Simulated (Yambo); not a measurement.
TlBr (CsCl type, space group Pm-3m, No. 221), G0W0@LDA (Yambo, plasmon pole, terminator in G, 4×4×4 mesh): gap X → X in eV by bands and screening block.

| bands (W and G) | 2 Ry | 4 Ry | 6 Ry | 8 Ry | 10 Ry |
|---|---|---|---|---|---|
| 28 | 2.59 | 2.77 | 2.80 | 2.81 | 2.82 |
| 47 | 2.56 | 2.80 | 2.84 | … | 2.89 |
| 75 | 2.56 | 2.83 | 2.89 | 2.94 | 2.97 |
| 109 | 2.56 | 2.84 | … | 2.96 | 3.00 |
| 143 | 2.56 | 2.85 | 2.92 | … | 3.02 |

Task: Estimate the withheld gaps from their neighbours; the computed values follow.

Result: 
- 47, 8 Ry: 2.87
- 109, 6 Ry: 2.91
- 143, 8 Ry: 2.98

The largest settings aren't shown to be the converged limit.

The standard potential for Tl keeps a d shell in the valence without the s and p states of that shell. In tests on such compounds this moved G0W0 gaps by up to about 0.9 eV, so absolute quasiparticle energies here are unreliable; differences between settings are what counts.

Spin-orbit coupling is not included.

Geometry of the Materials Project entry, not relaxed at this level; primitive cell a = b = c = 4.000 Å, α = β = γ = 90.00°.
